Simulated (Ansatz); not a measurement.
Consider the following.

Pb$_{2}$SeS:
```
CELL_PARAMETERS angstrom
      4.24835     0.00000     0.00000
      0.00000     4.24835     0.00000
      0.00000     0.00000     6.00370
ATOMIC_POSITIONS crystal
  Pb 0.00000 0.00000 0.00000
  Pb 0.50000 0.50000 0.50000
  Se 0.50000 0.50000 0.00000
  S  0.00000 0.00000 0.50000
```

This is the PBEsol-relaxed structure. Cartesian axes are those of the cell as given.

### Question
All from PBEsol (plane waves, PAW; program Ansatz), unless another level is named. Give the Young's modulus.

### Answer
78.8 GPa.

### Question
Next, the highest zone-centre frequency (without LO–TO term)?

### Answer
12.7 meV.

### Question
Next, the elastic constants (relaxed ions, GPa)?

### Answer
C11 = 96.0, C12 = 58.8, C13 = 14.4, C33 = 141, C44 = 18.2, C66 = 64.4.

Space group P4/mmm. The first step of the workflow began from a Materials Project structure, measured or hypothetical; the Crystallography Open Database copy checked does not list it. With Se and S taken as one species the cell has the higher symmetry Fm-3m, so it may be an ordered model of a mixed-site phase. Its standing as an ambient phase is unchecked. The cell was relaxed with PBEsol under the symmetry of its start; of distortions, only those at the zone centre were tested. Scalar-relativistic: spin–orbit coupling is off unless named, which matters more the heavier the elements.

Potentials: the later of the program's two PAW sets.
